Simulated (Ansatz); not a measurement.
Suppose Si3Ge takes space group P4/mmm (No. 123), with Si on 2f and 1b; Ge on 1c.

Method: DFT PBE, scalar-relativistic, plane waves, PAW in Ansatz 0.2.0. Cutoff 420 eV, Γ-centred mesh, Gaussian smearing, no spin polarisation.

The zero of energy is the elements' standard structures at the same level; no fitted shifts are applied.

Problem. Which cell and coordinates does it relax to?

Solution.

Space group P4/mmm (No. 123). a = 5.048 Å, b = 5.048 Å, c = 2.576 Å, α = 90.00°, β = 90.00°, γ = 90.00°
| atom | site | symmetry | x | y | z |
| --- | --- | --- | --- | --- | --- |
| Si | 2f | mmm. | 0.0000 | 0.5000 | 0.0000 |
| Si | 1b | 4/mmm | 0.0000 | 0.0000 | 0.5000 |
| Ge | 1c | 4/mmm | 0.5000 | 0.5000 | 0.0000 |

Around Si on a site of symmetry mmm lie 2 Ge at 2.52 Å, 2 Si at 2.58 Å and 4 Si at 2.83 Å; Si on a site of symmetry 4/mmm is surrounded by 2 Si at 2.58 Å and 8 Si at 2.83 Å; Ge has 4 Si at 2.52 Å and 2 Ge at 2.58 Å. Another local minimum with the same sites may exist.

Problem. Where does its energy lie, and is it a metal?

Solution. The formation energy is +0.42 eV/atom and the gap on the 10×10×18 mesh of the 4-atom cell is 0 eV (a metal). It can't be a ground state, since the elements alone are lower.

The last run used Gaussian smearing of 0.10 eV. Symmetry constrained the relaxation, so the result can be a saddle point.
